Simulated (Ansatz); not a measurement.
# Zn2CdO3, before and after

Recipe of this trial structure of Zn2CdO3: random cell by space group and Wyckoff sites (I-4m2, No. 119). Lengths were set from tabulated atomic sizes, so they are only a guess.

start.cif

```cif
data_structure
_symmetry_space_group_name_H-M 'I-4m2'
_symmetry_Int_Tables_number 119
_cell_length_a 5.7290
_cell_length_b 5.7290
_cell_length_c 6.0125
_cell_angle_alpha 90.000
_cell_angle_beta 90.000
_cell_angle_gamma 90.000
_cell_volume 197.34
loop_
_atom_site_label
_atom_site_type_symbol
_atom_site_symmetry_multiplicity
_atom_site_Wyckoff_symbol
_atom_site_fract_x
_atom_site_fract_y
_atom_site_fract_z
_atom_site_occupancy
Zn1 Zn 4 f 0.00000 0.50000 0.48924 1
Cd1 Cd 2 b 0.00000 0.00000 0.50000 1
O1 O 2 a 0.00000 0.00000 0.00000 1
O2 O 2 d 0.50000 0.00000 0.25000 1
O3 O 2 c 0.00000 0.50000 0.25000 1
```

Method: DFT PBE, scalar-relativistic, plane waves, PAW (Ansatz). Cutoff 420 eV, Gaussian smearing, Γ-centred meshes. Cell and atoms relax first on a coarse mesh and then on a finer one. In between, the cell is made exact in the group found at 0.06 Å. In metals the finer mesh still leaves noise of several meV/atom or more. The steps can't lower the symmetry of their start. Collinear spin is switched on along the way, since trial moments persisted in a coarse test.

end.cif

```cif
data_structure
_symmetry_space_group_name_H-M 'I4/mmm'
_symmetry_Int_Tables_number 139
_cell_length_a 5.3026
_cell_length_b 5.3026
_cell_length_c 7.1377
_cell_angle_alpha 90.000
_cell_angle_beta 90.000
_cell_angle_gamma 90.000
_cell_volume 200.69
loop_
_atom_site_label
_atom_site_type_symbol
_atom_site_symmetry_multiplicity
_atom_site_Wyckoff_symbol
_atom_site_fract_x
_atom_site_fract_y
_atom_site_fract_z
_atom_site_occupancy
Zn1 Zn 4 c 0.50000 0.00000 0.00000 1
Cd1 Cd 2 b 0.00000 0.00000 0.50000 1
O1 O 2 a 0.00000 0.00000 0.00000 1
O2 O 4 d 0.50000 0.00000 0.25000 1
```

The symmetry goes from I-4m2 (No. 119) to I4/mmm (No. 139). The volume per atom grows by 1.7 %, from 16.4 to 16.7 Å³. The shortest distance goes from 1.44 Å (Zn–O) to 1.78 Å (Zn–O). The energy falls by about 0.91 eV/atom (the start's value is from the coarse mesh).

For Zn2CdO3, the volume per atom is 16.72 Å³, the density is 4.82 g/cm³ and the energy over the elements is −0.13 eV/atom. The gap on the 10×10×10 mesh of the 6-atom cell is 0 eV (a metal) and the net moment per atom is 0.23 μB. The moment by site is O 1.0, 0.1 (×2) μB.

Formation energies are uncorrected and refer to the elements' standard structures at the same level (O₂ as a molecule).

The last run used collinear spin and Gaussian smearing of 0.10 eV. The magnetic state reached may not be the lowest. A structure relaxed within its symmetry needn't be a true minimum. In all, the 3 runs took 13 min on 1 thread of Intel(R) Xeon(R) Processor @ 2.50GHz (Skylake/Cascade Lake) (shared host). Another cell of Zn2CdO3 relaxed alike but without spin, in P4mm, lies 0.66 eV/atom lower, so this cell isn't the stable form at this level. Site moments count only spheres around the atoms; the net moment includes the space between them.
